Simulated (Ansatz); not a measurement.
ScSi₂Ni₂:
```cif
data_Ni4Sc2Si4
_chemical_formula_sum 'Sc2 Ni4 Si4'
_space_group_name_H-M_alt 'I4/mmm'
_space_group_IT_number 139
_space_group_name_Hall '-I 4 2'
_cell_length_a 3.79256
_cell_length_b 3.79256
_cell_length_c 9.53006
_cell_angle_alpha 90.000
_cell_angle_beta 90.000
_cell_angle_gamma 90.000
loop_
_atom_site_label
_atom_site_type_symbol
_atom_site_symmetry_multiplicity
_atom_site_Wyckoff_symbol
_atom_site_fract_x
_atom_site_fract_y
_atom_site_fract_z
_atom_site_occupancy
Sc1 Sc 2 a 0.00000 0.00000 0.00000 1
Ni1 Ni 4 d 0.00000 0.50000 0.25000 1
Si1 Si 4 e 0.00000 0.00000 0.37827 1
```
(The calculation used a cell of 5 atoms; values per cell refer to that cell.)

Relaxed at zero pressure with the program Ansatz at the r²SCAN level (PAW).

### Question
The volume is lowered by 9 % and shape and atoms relax at that volume. What pressure results, and how do the axes share the change?

### Answer
17.8 GPa; a -3.8 %, b -3.8 %, c -1.7 %; the energy rises by 63 meV/atom.

### Question
Give the new structure.

### Answer

Space group I4/mmm (No. 139); a = b = 3.6495 Å, c = 9.3657 Å, α = β = γ = 90.00°

```
atom  site  symmetry       x       y       z
----  ----  --------  ------  ------  ------
Sc      2a     4/mmm  0.0000  0.0000  0.0000
Ni      4d      -4m2  0.0000  0.5000  0.2500
Si      4e       4mm  0.0000  0.0000  0.3810
```

The phase is kept; no other phase was compared at this pressure.

The workflow started from an entry of the Crystallography Open Database (COD). Whether it is the stable phase at ambient conditions was not checked. The cell was relaxed with r²SCAN under the symmetry of its start; whether a distortion lowers the energy is not shown. The workflow began spin-polarised and lost its moments.

Potentials: the later of the program's two PAW sets.
